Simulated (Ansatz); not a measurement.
**SiO2 — O-17 NMR of the central transition**

Cell: an entry of the Crystallography Open Database (COD), its atoms then relaxed with PBE in this cell.

Space group P4_12_12 (No. 92); a = 4.6820, c = 6.3110 Å.

```
site  Wyckoff  site symmetry       x       y       z
  Si       4a            ..2  0.3336  0.3336  0.0000
   O       8b              1  0.2241  0.1711  0.2124
```

One atom of each set is listed.

Level of theory: DFT, r2SCAN, plane waves and PAW (field gradients read without the response of the frozen cores, which leaves them typically 4 to 6 % off), scalar-relativistic, 500 eV cutoff, Γ-centred 5×5×4 k-points, Fermi–Dirac smearing 0.02 eV (Ansatz 0.2.0).

O-17 has I = 5/2 and Q = -25.58 mb (Pyykkö 2018); at 9.4 T its Larmor frequency is ν₀ = 54.3 MHz. Only the quadrupole interaction is simulated: positions count from each site's isotropic chemical shift, and J coupling is left out, as are shift anisotropy and dipolar coupling, which fast spinning averages.

Task: Simulate the second-order pattern (fast magic-angle spinning, Gaussian broadening 0.2 kHz) of site O (2 Si at 1.62 Å, angle 129°).

Result: The calculation gives C_Q = -5.26 MHz and η = 0.40, so ν_Q = 0.788 MHz and the centre of gravity lies at -59.3 ppm (-3.22 kHz).

offset (kHz), height and a bar:
```
   -8.176          0 
   -7.819          5 #
   -7.463          9 ###
   -7.106          9 ###
   -6.750          9 ###
   -6.393         10 ###
   -6.037         14 ####
   -5.680         33 ##########
   -5.324         38 ###########
   -4.967         45 #############
   -4.611         64 ###################
   -4.254        100 ##############################
   -3.897         73 ######################
   -3.541         66 ####################
   -3.184         66 ####################
   -2.828         69 #####################
   -2.471         80 ########################
   -2.115        100 ##############################
   -1.758         73 ######################
   -1.402         60 ##################
   -1.045         53 ################
   -0.689         48 ##############
   -0.332         16 #####
    0.025          0
```

At O V_zz runs parallel to the line that joins its two neighbours (within 1°).

The largest force is 0.4 eV/Å, so the atoms aren't at the calculated equilibrium and relaxing them would move these values. The cell is 19 % smaller than that of α-cristobalite at ambient conditions, so the entry probably stands for a crystal under pressure.
